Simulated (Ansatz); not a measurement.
An 8-atom cell of SiC (P6_3mc) from a materials database, relaxed with r2SCAN. The symmetry is P6_3mc (No. 186, hexagonal); a = 3.078 Å, c = 10.077 Å in the conventional setting, 10.33 Å³ an atom. Around Si lie 4 C at 1.89 Å; around Si lie 4 C at 1.88–1.89 Å; around C lie 4 Si at 1.88–1.89 Å; around C lie 4 Si at 1.89 Å.

```cif
data_structure
_symmetry_space_group_name_H-M 'P 1'
_symmetry_Int_Tables_number 1
_cell_length_a 3.0776
_cell_length_b 3.0776
_cell_length_c 10.0767
_cell_angle_alpha 90.000
_cell_angle_beta 90.000
_cell_angle_gamma 120.000
_cell_volume 82.65
loop_
_atom_site_label
_atom_site_type_symbol
_atom_site_fract_x
_atom_site_fract_y
_atom_site_fract_z
_atom_site_occupancy
Si1 Si 0.66667 0.33333 0.93784 1
Si2 Si 0.33333 0.66667 0.43784 1
Si3 Si 0.00000 0.00000 0.68789 1
Si4 Si 0.00000 0.00000 0.18789 1
C1 C 0.66667 0.33333 0.74980 1
C2 C 0.33333 0.66667 0.24980 1
C3 C 0.00000 0.00000 0.50047 1
C4 C 0.00000 0.00000 0.00047 1
```

4 runs of Ansatz 0.2.0 on this cell differ in the functional (and in the settings that go with it). Levels are in eV from each run's valence top; v1 is the last filled band, c1 the first empty one.

Run A, mean stress 0.0 GPa (compression positive):
```
point     v2     v1    c1    c2
    Γ   0.00   0.00  5.65  6.24
    M  -1.64  -1.18  2.60  2.76
    K  -2.97  -1.75  4.42  4.42
```

Run B, mean stress -1.3 GPa (compression positive):
```
point     v2     v1    c1    c2
    Γ   0.00   0.00  7.02  7.63
    M  -1.72  -1.24  3.87  4.02
    K  -3.11  -1.83  5.72  5.72
```

Run C, mean stress -1.2 GPa (compression positive):
```
point     v2     v1    c1    c2
    Γ   0.00   0.00  6.28  6.89
    M  -1.72  -1.24  3.14  3.29
    K  -3.10  -1.83  4.98  4.98
```

Run D, mean stress +3.5 GPa (compression positive):
```
point     v2     v1    c1    c2
    Γ   0.00   0.00  5.09  5.67
    M  -1.58  -1.12  2.23  2.36
    K  -2.87  -1.67  3.98  3.98
```

**Question.** Match the runs to PBE, r2SCAN, HSE06, PBE0.

**Answer.** A is r2SCAN, B is PBE0, C is HSE06, D is PBE. In order of the gap: PBE 2.23, r2SCAN 2.60, HSE06 3.14, PBE0 3.87 eV. The stress vanishes for r2SCAN, which relaxed the cell.

(Simulation; spin polarisation is off.)

The stress of a hybrid is loosely converged in these runs.

The meshes of the hybrids are coarse, so their gaps aren't converged to the digits shown.
